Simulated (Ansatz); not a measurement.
Simulated powder pattern, Ag Kα, λ = 0.560885 Å (kinematic, ideal powder, no thermal factors, no anomalous dispersion; the 30 strongest lines at most, above 1 %, up to 2θ = 30°):

| 2θ (°) | I/Imax (%) |
|---|---|
| 10.49 | 70 |
| 17.17 | 100 |
| 20.16 | 33 |
| 24.37 | 17 |
| 26.60 | 13 |
| 29.96 | 33 |

The pattern belongs to a structure relaxed with the program Ansatz at the r²SCAN level (PAW).

The compound is CoSi2.

Question: Give the crystal system and the lattice parameters.

Answer: cubic, Fm-3m; a = 5.315 Å.

The r²SCAN relaxation kept the symmetry of its start; of distortions, only those at the zone centre were tested. No spin polarisation was allowed.

Potentials: the earlier of the program's two PAW sets.
